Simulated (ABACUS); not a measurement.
Consider a self-consistent single point of Ag (C2, 4 atoms in the cell; from Materials Project mp-8566, changed as shown).

```yaml
crystal:
  lattice:
    - [2.91113, 0.00000, 0.00000]
    - [-1.45556, 2.52111, 0.00000]
    - [0.00000, 0.00000, 9.46371]
  atoms:
    - { symbol: Ag, position: [0.94847, 0.00000, 0.00000] }
    - { symbol: Ag, position: [0.00000, 0.00000, 0.50000] }
    - { symbol: Ag, position: [0.33333, 0.66667, 0.25000] }
    - { symbol: Ag, position: [0.66667, 0.33333, 0.75000] }
```

Method: LDA (PW92), PseudoDojo 0.4 standard norm-conserving LDA (tails mended) pseudopotentials (plane waves; ABACUS).

ABACUS settings:

| setting | value |
|---|---|
| KPT | Gamma 6 6 2 0 0 0 |
| basis_type | pw |
| dft_functional | PWLDA |
| ecutwfc | 86 Ry |
| smearing_method | gaussian |
| smearing_sigma | 0.00999582 Ry |
| potentials | PseudoDojo 0.4 standard norm-conserving LDA (tails mended) |
| symmetry | 1 |
| ks_solver | cg |
| scf_nmax | 100 |
| scf_thr | 1.0e-09 Ry |
| mixing_type | broyden |
| mixing_beta | 0.7 |

Results:

* **Number of valence electrons**: 76
* **Number of bands**: 48
* **Number of k-points after the program's reduction**: 40
* **Number of plane waves (most at a k-point)**: 6342
* **Number of SCF iterations**: 16
* **FFT grid**: 36 × 36 × 108
* **Free energy E − TS**: -16869.3902 eV
* **Fermi level (on the code's own zero)**: 16.45 eV
* **Pressure**: -8.31 GPa
* **Largest force (vector length)**: 0.150 eV/Å

Forces (eV/Å):
| atom | Fx | Fy | Fz |
|---|---|---|---|
| Ag1 | 0.150 | 0.000 | 0.001 |
| Ag2 | -0.005 | 0.000 | -0.001 |
| Ag3 | -0.073 | -0.012 | 0.026 |
| Ag4 | -0.073 | 0.012 | -0.026 |

Stress (GPa, positive for compression):
```
-7.59   0.00   0.00
 0.00  -7.53  -0.13
 0.00  -0.13  -9.80
```

For comparison: a first run was changed to give this one (atom 1 moved by -0.15 angstrom along x), and from it to this one the free energy rises by 2.8 meV/atom, the pressure hardly changes (-8.39 to -8.31 GPa) and the largest force goes from 0.000 to 0.150 eV/Å.

The structure comes from a collection of computed structures, made at another level of theory; the collection holds predicted forms beside known ones. No clean gap shows at this smearing width and mesh (spacing up to 0.42 Å⁻¹); the mesh is coarse for partly filled bands, so the values carry mesh errors.

Cost on one core: very roughly 6 core-minutes.

“Tails mended”: in these copies of the files the far tail of each local potential was reset to the Coulomb form.
